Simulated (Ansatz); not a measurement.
Relaxed-ion elastic tensor of GaSb (CsCl type, space group No. 221) in GPa (Voigt order), the program Ansatz at the PBEsol level (PAW); density 7.19 g/cm³, 22.11 Å³ per atom.

```
52.8  65.6  65.6   0.0   0.0   0.0
65.6  52.8  65.6   0.0   0.0   0.0
65.6  65.6  52.8   0.0   0.0   0.0
 0.0   0.0   0.0  15.1   0.0   0.0
 0.0   0.0   0.0   0.0  15.1   0.0
 0.0   0.0   0.0   0.0   0.0  15.1
```

Is the crystal mechanically stable?

No: the smallest eigenvalue of C is -12.9 GPa.

Space group Pm-3m (CsCl type). A made-up cell: these elements were put on the sites of a structure type; neither database checked (COD, Materials Project) lists it. It is not the phase usual at ambient conditions (space group No. 216). The cell was relaxed with PBEsol under the symmetry of its start. At this level the phase is mechanically unstable. As this level gives no gap, shear constants depend on the k-mesh and smearing (Fermi–Dirac, 0.1 eV here). On the denser mesh and wider smearing of the elastic run this cell carries a stress of 0.3 GPa. Spin–orbit coupling is left out wherever it is not named.

Potentials: the later of the program's two PAW sets.
